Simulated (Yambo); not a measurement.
G0W0@PBEsol for Ba2MgMoO6 (space group Fm-3m, No. 225) in Yambo. Reference settings: 2×2×2 Γ-centred k mesh, bands 3 to 214 and a 7 Ry block in the screening, 214 bands in G with the Bruneval-Gonze terminator, plasmon pole fitted at 27.2 eV. The PBEsol gap Γ → X on this mesh is 2.00 eV; G0W0 gaps are taken between the same points.

With and without the terminator, as bands are cut:

```tsv
bands in G (in W)	gap, terminator (eV)	gap, none (eV)	valence shift, terminator (eV)	valence shift, none (eV)
91 (214)	3.512	3.707	-0.289	0.403
143 (214)	3.486	3.596	-0.328	0.071
214 (214)	3.468	3.521	-0.341	-0.116
```

Over this range the gap spans 0.044 eV with the terminator and 0.186 eV without, the valence shift 0.052 eV and 0.519 eV. Neither column has reached its limit for certain.

Spin-orbit coupling is not included.

Geometry of the Materials Project entry, not relaxed at this level; primitive cell a = 5.8070 Å, b = 5.8070 Å, c = 5.8070 Å, α = 60.00°, β = 60.00°, γ = 60.00°.

The structure is a Materials Project entry; no match was found in the copy of COD used, and its stability was not checked.

A shift is the quasiparticle energy of the state minus its PBEsol energy.
